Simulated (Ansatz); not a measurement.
InSb:
```yaml
crystal:
  lattice:
    - [4.34721, 0.00000, 0.00000]
    - [-2.17360, 3.76479, 0.00000]
    - [0.00000, 0.00000, 3.71410]
  atoms:
    - { symbol: In, position: [0.00000, 0.00000, 0.00000] }
    - { symbol: Sb, position: [0.66667, 0.33333, 0.50000] }
```

Relaxed with PBE. Special points in fractions of this cell's reciprocal vectors: Γ (0.000, 0.000, 0.000); M (0.500, 0.000, 0.000); K (0.333, 0.333, 0.000); A (0.000, 0.000, 0.500); L (0.500, 0.000, 0.500); H (0.333, 0.333, 0.500).

Problem. List the band energies nearest the Fermi level at these points for the program Ansatz at the PBE level (PAW).

Solution. In eV from the Fermi level; about four levels below and three above (degenerate sets whole), none deeper than 8.9 eV; points with the same levels are listed once.

```tsv
k	below	above
Γ	-1.50 -0.56 -0.56	0.10 3.40 3.40
M	-6.30 -2.00	0.22 1.53 5.04
K	-6.30 -3.76	1.81 3.63 4.22
A	-6.52	0.90 0.90 2.50
L	-8.08 -4.55 -3.40 -2.92	0.18 2.34 3.22
H	-3.69 -3.52 -3.27 -1.34	0.16 6.18 7.78
```

Space group P-6m2. A made-up cell: these elements were put on the sites of a structure type; neither database checked (COD, Materials Project) lists it. It is not the phase usual at ambient conditions (space group No. 216). The PBE relaxation kept the symmetry of its start; whether a distortion lowers the energy is not shown. Scalar-relativistic: spin–orbit coupling is off unless named, which matters more the heavier the elements.

Potentials: the later of the program's two PAW sets.
